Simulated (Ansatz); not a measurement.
Here is an unrelaxed guess for Y.

Only a and b repeat, and vacuum parts the sheet from its images along c.

```
Y
1.0
     2.98677    0.00000    0.00000
     0.00000    2.98677    0.00000
     0.00000    0.00000   17.00000
Y
2
Direct
  0.50000 0.50000 0.58440
  0.50000 0.50000 0.41560
```

All numbers below come from DFT PBE, scalar-relativistic, plane waves, PAW (Ansatz 0.2.0). Cutoff 420 eV; k points 6×6×1 on the computed 2-atom cell (Γ-centred); Gaussian smearing, width 0.10 eV; no spin polarisation.

Energies count from the standard state of Y at the same level.

Question: How far from equilibrium is it?

Answer: The largest force is 0.96 eV/Å, and the energy is +1.49 eV/atom against the standard state. The shortest distance is 2.87 Å.

Question: How much does it gain on relaxing, and where does it end?

Answer: Relaxing gains about 0.28 eV/atom (the start's value is from the coarse mesh, so the gain is rough) in 10 ionic steps and ends at +1.21 eV/atom on the finer mesh. The symmetry stays p4/mmm (No. 61). The area per atom grows by 15.5 %, from 4.5 to 5.2 Å². The shortest distance goes from 2.87 Å (Y–Y) to 3.21 Å (Y–Y). In-plane cell: a = 3.210 Å, b = 3.210 Å, γ = 90.0°, thickness 3.44 Å between the outermost nuclei. Y at height 3.44 Å has 5 Y at 3.21–3.44 Å.

The last run used an 18×18×1 mesh for its 2-atom cell and Gaussian smearing of 0.10 eV. The relaxation can't lower the symmetry of the start. Symmetry constrained the relaxation, so the result can be a saddle point.
